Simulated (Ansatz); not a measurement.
Zr: do energies and stresses tell the same story?

Computed with Ansatz 0.2.0, DFT r2SCAN, scalar-relativistic, plane waves, PAW.

Plane waves to 500 eV, a k mesh through Γ of 18×18×8 on the computed 2-atom cell and Gaussian smearing (0.10 eV); no spin polarisation.

Relaxed cell: P6_3/mmc, a = 3.246 Å, b = 3.246 Å, c = 5.150 Å, α = 90.00°, β = 90.00°, γ = 120.00°, 2 atoms in the primitive cell.

Energies at zero smearing and pressures from the stress tensor, at volumes with shape and atoms relaxed:
| V (Å³/atom) | E − E(first) (meV/atom) | P (GPa) |
| --- | --- | --- |
| 22.093 | 0.00 | 6.52 |
| 22.798 | -21.06 | 3.06 |
| 23.503 | -27.69 | 0.00 |
| 24.208 | -21.57 | -2.70 |
| 24.914 | -4.32 | -5.07 |

Question: Check P = −dE/dV between neighbouring volumes, and get the bulk modulus from the pressures alone.

Answer: With 1 eV/Å³ = 160.2 GPa:
| middle V (Å³/atom) | −ΔE/ΔV (GPa) | mean P (GPa) |
| --- | --- | --- |
| 22.446 | 4.786 | 4.791 |
| 23.151 | 1.505 | 1.530 |
| 23.856 | -1.390 | -1.354 |
| 24.561 | -3.919 | -3.888 |

The two differ by 0.04 GPa at most. The mean of two end pressures misses the average over a step by about ΔV² P″/12, up to 0.03 GPa here; with that taken off 0.03 GPa remains. The stress is the derivative of the free energy, not of the energy at zero smearing, and with free energies 0.01 GPa remains. Around V = 23.503 Å³/atom, the two neighbours give B = −V ΔP/ΔV = 23.503 × 5.77 / 1.410 = 96.1 GPa, against B0 = 96.1 GPa from the Birch–Murnaghan fit of the energies.

Cost: 6 runs of about 4.4 core-minutes in all, on Arm Neoverse V2 (shared hosts).